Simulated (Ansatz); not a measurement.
The start is a relaxed Si2Ni cell shaken by Gaussian noise of σ = 0.08 Å a coordinate. The structure is fully relaxed (lattice and positions, P = 0) with PBEsol (plane waves to 420 eV, PAW, scalar-relativistic; Ansatz, an electronic-structure program). First-step values are on the input's coarse k-mesh.

Ansatz input (later rounds restart from its end on a renewed k-mesh):
Ansatz 0.2 input:
```yaml
crystal:
  lattice:
    - [4.9366076376, 0, 0]
    - [-2.4683038188, 4.2752276227, 0]
    - [0, 0, 5.5507689793]
  atoms:
    - { symbol: Ni, position: [0.4053988309, 0.0146645549, 0.3272361741] }
    - { symbol: Ni, position: [0.0228323124, 0.4059802212, 0.6757738541] }
    - { symbol: Ni, position: [0.5982157382, 0.5800682415, 0.0042321571] }
    - { symbol: Si, position: [0.262969537, 0.3696550601, 0.2937828437] }
    - { symbol: Si, position: [0.6552996865, 0.8663144961, 0.6459876529] }
    - { symbol: Si, position: [0.0934370924, 0.7317165277, 0.9661965125] }
    - { symbol: Si, position: [0.8611057262, 0.6244017526, 0.3606446696] }
    - { symbol: Si, position: [0.3775189263, 0.2397316096, 0.6814987913] }
    - { symbol: Si, position: [0.7817442166, 0.1292903718, 0.0569286584] }
basis: { ecutwfc: 420, ecutrho_ratio: 4, xc_grid: 2, fft_grid_basis: typed }
kpoints: { mp_grid: { grid: [6, 6, 4] } }
hamiltonian:
  xc: pbesol
  dispersion: none
  pseudopotentials: { azcp: { folder: ./paw }, kind: paw }
scf: { occupations: { method: fermi_dirac, width: 0.05 } }
relax: { f_tol: 0.01, max_steps: 100, cell: { stress_tol: 0.02 } }
output: { forces: true, stress: true }
```

- Largest initial force = about 2.3 eV/Å, on Si6 (atoms numbered as listed)
- Energy released = 0.26 eV/atom
- Volume change = -0.8 %, from 13.02 to 12.92 Å³/atom
- Relative to the parent = It does not go back: it reaches P1 (No. 1), 0.19 eV/atom below the parent
- Shortest distances (start → end) = The closest pairs of elements (up to four, under 3.6 Å), start → end: Ni–Si 2.16 → 2.24 Å; Si–Si 2.39 → 2.35 Å; Ni–Ni 3.04 → 2.63 Å
- Band gap at the end = zero (metallic)
- Optimiser moves = 31

Final structure:

```xyz
9
Lattice="4.3137 0.0000 0.0000 -1.3238 4.9127 0.0000 -0.9628 -1.1500 5.4855" Properties=species:S:1:pos:R:3 pbc="T T T"
Ni     0.7712     1.5810     1.7748
Ni     1.9288     0.0746     3.5886
Ni    -1.4661     1.9167     5.3369
Si     2.9728     0.6886     1.5639
Si     1.7941     2.9459     3.4693
Si     0.5008    -0.8098     5.2803
Si    -0.4919     3.4957     2.2057
Si    -0.2273     0.9393     3.7456
Si     1.6907     3.3423     0.5299
```

Final values are on a 11×9×8 k-mesh of the relaxed cell. No spin polarisation in the result. A magnetic state may lie lower.

The relaxed structure here is a generated cell of Si2Ni: the first start was made by placing the elements on the sites of a structure type, and the end was not matched to a known phase here, so it may be hypothetical. Known forms of Si2Ni include space group No. 225.
